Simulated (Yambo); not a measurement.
Consider the following.

```
CELL_PARAMETERS angstrom
      2.68139     1.54810     4.36414
     -2.68139     1.54810     4.36414
      0.00000    -3.09621     4.36414
ATOMIC_POSITIONS crystal
  O  0.78173 0.25000 0.71827
  O  0.21827 0.75000 0.28173
  O  0.71827 0.78173 0.25000
  O  0.28173 0.21827 0.75000
  O  0.25000 0.71827 0.78173
  O  0.75000 0.28173 0.21827
  Al 0.00000 0.00000 0.00000
  Al 0.50000 0.50000 0.50000
  La 0.25000 0.25000 0.25000
  La 0.75000 0.75000 0.75000
```

Workflow: PBEsol (pw.x of Quantum ESPRESSO, ONCV potentials, without SOC), then G0W0 in Yambo (2×2×2 Γ-centred k mesh, 169 bands and a 7 Ry block in the screening, 169 bands in G with the Bruneval-Gonze terminator, plasmon pole fitted at 27.2 eV).

Problem. Give the PBEsol and G0W0 gaps between the band edges found on this mesh, and say where the edges lie.

Solution. Edges: F → Γ. PBEsol: 3.84 eV; G0W0: 5.36 eV. Nearest settings tried, and what they do to the gap: 114 bands in G: +5 meV; 114 bands in W, 114 bands in G: +70 meV; 6 Ry block (175 vectors against 271): -25 meV. Not varied: mesh. So the settings aren't converged at that level. The k mesh is coarse. The 4f states are in the valence at their DFT position.

Geometry of the Materials Project entry, not relaxed at this level.
